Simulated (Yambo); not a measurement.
A G0W0@PBEsol run in Yambo for KI (rock salt, space group Fm-3m, No. 225) under isotropic strain of -3 % on all lattice vectors (4×4×4 Γ-centred k mesh, 193 bands and a 10 Ry block in the screening, 193 bands in G with the Bruneval-Gonze terminator, plasmon pole fitted at 27.2 eV) gives these matrix elements, in eV, at the band edges (Γ → Γ):

```json
[
 {"state": "valence edge", "E0": "0.000", "<Vxc>": "-11.253", "<Σx>": "-14.369", "<Σc(E0)>": "1.016", "Z": "0.817"},
 {"state": "conduction edge", "E0": "4.087", "<Vxc>": "-7.083", "<Σx>": "-3.288", "<Σc(E0)>": "-3.158", "Z": "0.855"}
]
```

Task: Solve the linearised quasiparticle equation for both states, give the gap, and say how exchange and correlation each act on it.

Result: E = E0 + Z(Σx + Σc − Vxc). Valence: 0.000 + 0.817 × (-14.369 + (1.016) − (-11.253)) = -1.71 eV. Conduction: 4.087 + 0.855 × (-3.288 + (-3.158) − (-7.083)) = 4.63 eV. The gap is 6.35 eV, against 4.09 eV in PBEsol. Replacing Vxc by bare exchange alone would open it by 6.91 eV; correlation takes back 4.17 eV of that, and Z scales what is left. Convergence of the G0W0 settings was not tested. Without spin-orbit coupling, band edges of such heavy elements can be off by tenths of an eV.

Geometry strained from the cell relaxed with PBEsol, atoms relaxed again; primitive cell a = b = c = 4.8041 Å, α = β = γ = 60.00°.
